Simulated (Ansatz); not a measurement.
O (bcc (W type), Im-3m) under volume change, plane-wave PAW PBE (Ansatz code), scaled uniformly.

| V (Å³/atom) | E − E(relaxed) (meV/atom) | P (GPa) |
|---|---|---|
| 7.101 | 33.4 | 16.91 |
| 7.335 | 13.8 | 10.11 |
| 7.569 | ___ | ___ |
| 7.803 | 0.0 | 0.01 |
| 8.038 | 3.1 | -4.06 |
| 8.272 | ___ | ___ |
| 8.506 | 24.6 | -10.32 |

Task: Some entries are withheld; supply them.

Result: 
- 8.272, E − E(relaxed) (meV/atom): 11.5
- 8.272, P (GPa): -7.50
- 7.569, E − E(relaxed) (meV/atom): 3.3
- 7.569, P (GPa): 4.50

Task: What does a third-order Birch–Murnaghan fit give for V₀, B₀ and B′?

Result: V₀ = 7.80 Å³/atom, B₀ = 145 GPa, B′ = 4.7.

The cell is a constructed one: a structure type filled with these elements; neither database checked (COD, Materials Project) lists it. It is not the usual solid phase (space group No. 12). Symmetry was held in the PBE relaxation; whether a distortion lowers the energy is not shown. The final state is ferromagnetic, the only order run, not a proven ground state. The substance is a gas or liquid at ambient conditions. No Hubbard U is applied.

Potentials: the later of the program's two PAW sets.
